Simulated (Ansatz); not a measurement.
The relaxed structure here is a generated cell of ScPt: the first start was made by placing the elements on the sites of a structure type, and the end was not matched to a known phase here, so it may be hypothetical.

A relaxed cell of ScPt (P6₃/mmc (No. 194)), relaxed on a k-mesh at least as fine as the one used below. Method: PBEsol (plane waves to 420 eV, PAW, scalar-relativistic; Ansatz, a quantum-chemistry and plane-wave program). Γ-centred k-mesh 8×8×6 on the run's cell (coarser than for final values), Fermi–Dirac smearing 0.05 eV.

```yaml
crystal:
  lattice:
    - [4.51932, 0.00000, 0.00000]
    - [-2.25966, 3.91385, 0.00000]
    - [0.00000, 0.00000, 5.30428]
  atoms:
    - { symbol: Sc, position: [0.33333, 0.66667, 0.75000] }
    - { symbol: Sc, position: [0.66667, 0.33333, 0.25000] }
    - { symbol: Pt, position: [0.33333, 0.66667, 0.25000] }
    - { symbol: Pt, position: [0.66667, 0.33333, 0.75000] }
```

The atoms are displaced along an unstable phonon of this cell by (Å):

```json
[
 {"atom": "Sc1", "ux": "0.000", "uy": "0.000", "uz": "-0.150"},
 {"atom": "Sc2", "ux": "0.000", "uy": "0.000", "uz": "0.150"},
 {"atom": "Pt3", "ux": "0.000", "uy": "0.000", "uz": "-0.111"},
 {"atom": "Pt4", "ux": "0.000", "uy": "0.000", "uz": "0.111"}
]
```

What forces (eV/Å) and pressure result?


```tsv
atom	Fx	Fy	Fz
Sc1	0.00	0.00	-0.06
Sc2	0.00	0.00	0.06
Pt3	0.00	0.00	-0.51
Pt4	0.00	0.00	0.51
```

Pressure -0.6 GPa.

The undisplaced cell is probably no minimum: from this displacement the run went on to P-3m1 (No. 164), 0.10 eV/atom below it.

No spin polarisation in the result.
